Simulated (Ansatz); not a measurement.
SnSe2 (CdI2 type)

```xyz
6
Lattice="7.6806 0.0000 0.0000 -1.9201 3.3258 0.0000 0.0000 0.0000 6.0057" Properties=species:S:1:pos:R:3 pbc="T T T"
Sn     0.0000     0.0000     0.0000
Sn     3.8403     0.0000     0.0000
Se     0.0000     2.2172     1.5935
Se     3.8403     2.2172     1.5935
Se     1.9201     1.1086     4.4122
Se     5.7604     1.1086     4.4122
```

In each cell atom 3 (Se, nearest neighbour Sn at 2.730 Å; its periodic images, 3.8 Å or more away, move with it) moves by s·(-0.703, 0.406, -0.584) (towards the nearest neighbour), the rest being held.

All values below come from PBE-D3(BJ) (plane waves to 420 eV, PAW, scalar-relativistic; Ansatz, a program for electronic structure). k mesh 4×8×5 (Γ-centred), Fermi-Dirac smearing 0.05 eV. The energy includes the smearing's −TS. As the smearing reaches across the gap at some points, energies and forces of such displacements shift with the k mesh and the smearing. SnSe2 was relaxed with its symmetry unable to fall. The zero of ΔE is the undisplaced structure. The last digit holds for this mesh only.

```json
[
 {"s (Å)": "-0.550", "ΔE (meV/cell)": "withheld"},
 {"s (Å)": "-0.440", "ΔE (meV/cell)": "342.3"},
 {"s (Å)": "-0.330", "ΔE (meV/cell)": "214.1"},
 {"s (Å)": "-0.220", "ΔE (meV/cell)": "105.6"},
 {"s (Å)": "-0.110", "ΔE (meV/cell)": "29.5"},
 {"s (Å)": "0.000", "ΔE (meV/cell)": "0.0"},
 {"s (Å)": "0.110", "ΔE (meV/cell)": "36.4"},
 {"s (Å)": "0.220", "ΔE (meV/cell)": "166.4"},
 {"s (Å)": "0.330", "ΔE (meV/cell)": "430.6"},
 {"s (Å)": "0.440", "ΔE (meV/cell)": "888.8"},
 {"s (Å)": "0.550", "ΔE (meV/cell)": "1629.5"}
]
```

Question: Fit a polynomial form (powers 2, 3, 4) to the given rows and predict ΔE at s = -0.550.

Answer: Least squares on the 10 given rows: ΔE = (2538)·s² + (3219)·s³ + (3512)·s⁴, in meV/cell with s in Å; root-mean-square residual 6.08 meV/cell. At -0.550 the fit gives 553.6 meV/cell; the calculation gives 482.7 meV/cell, so the extrapolation is off by 70.9 (+14.7 %). The quadratic term alone would give 767.7 meV/cell.

(A displaced cell: forces are minus the slopes of the energy, force constants its curvatures, and phonons follow from these.)
